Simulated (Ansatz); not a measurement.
The calculation used DFT PBE, scalar-relativistic, plane waves, PAW (Ansatz). Settings: cutoff 420 eV, Γ-centred meshes spaced at most about 0.3 Å⁻¹, and about 0.25 Å⁻¹ or finer for metals (2π included), Gaussian smearing. No spin polarisation in the final relaxations.

All energies are static (0 K, no zero-point motion).

Two forms of Al4O were relaxed alike.

A.

```cif
data_structure
_symmetry_space_group_name_H-M 'P6/mmm'
_symmetry_Int_Tables_number 191
_cell_length_a 5.6593
_cell_length_b 5.6593
_cell_length_c 3.4122
_cell_angle_alpha 90.000
_cell_angle_beta 90.000
_cell_angle_gamma 120.000
_cell_volume 94.65
loop_
_atom_site_label
_atom_site_type_symbol
_atom_site_symmetry_multiplicity
_atom_site_Wyckoff_symbol
_atom_site_fract_x
_atom_site_fract_y
_atom_site_fract_z
_atom_site_occupancy
Al1 Al 3 g 0.50000 0.00000 0.50000 1
Al2 Al 1 b 0.00000 0.00000 0.50000 1
O1 O 1 a 0.00000 0.00000 0.00000 1
```

B.

```cif
data_structure
_symmetry_space_group_name_H-M 'Cmmm'
_symmetry_Int_Tables_number 65
_cell_length_a 2.6852
_cell_length_b 5.1273
_cell_length_c 11.4696
_cell_angle_alpha 90.000
_cell_angle_beta 90.000
_cell_angle_gamma 90.000
_cell_volume 157.91
loop_
_atom_site_label
_atom_site_type_symbol
_atom_site_symmetry_multiplicity
_atom_site_Wyckoff_symbol
_atom_site_fract_x
_atom_site_fract_y
_atom_site_fract_z
_atom_site_occupancy
Al1 Al 4 k 0.00000 0.00000 0.37684 1
Al2 Al 4 k 0.00000 0.00000 0.87121 1
O1 O 2 b 0.50000 0.00000 0.00000 1
```

Question: Which is lower in energy, and by how much?

Answer: B is lower, by 218 meV/atom. A has space group P6/mmm (No. 191), 18.9 Å³/atom and no gap on its mesh; B has space group Cmmm (No. 65), 15.8 Å³/atom and no gap. Counting Al atoms around O (those within 1.25 times the shortest such distance or 1.15 times the sum of covalent radii, 1.27 where that leaves under three), A has O 2 and B has O 4. The denser one is the lower, and pressure would at first widen the difference. In A, Al on a site of symmetry mmm has 6 Al at 2.83 Å, 4 O at 3.30 Å and 2 Al at 3.41 Å; around Al on a site of symmetry 6/mmm lie 2 O at 1.71 Å and 6 Al at 2.83 Å; O is surrounded by 2 Al at 1.71 Å and 12 Al at 3.30 Å. In B, Al on its first site has 8 Al at 2.69–2.89 Å; Al on its second site is surrounded by 2 O at 2.00 Å, 8 Al at 2.69–2.95 Å and 2 O at 2.96 Å; O is surrounded by 4 Al at 2.00 Å. Both come from invented guesses. A third cell relaxed alike, in P2_1/m, lies 0.31 eV/atom below the lower of the two; the Cmmm cell fell into it when its atoms were moved at random.

A magnetic state wasn't ruled out in cells without spin, among them P6/mmm, Cmmm. Cells relaxed within their symmetry can be saddle points; a later kick test found a lower structure for Al4O P6/mmm and Al4O Cmmm.
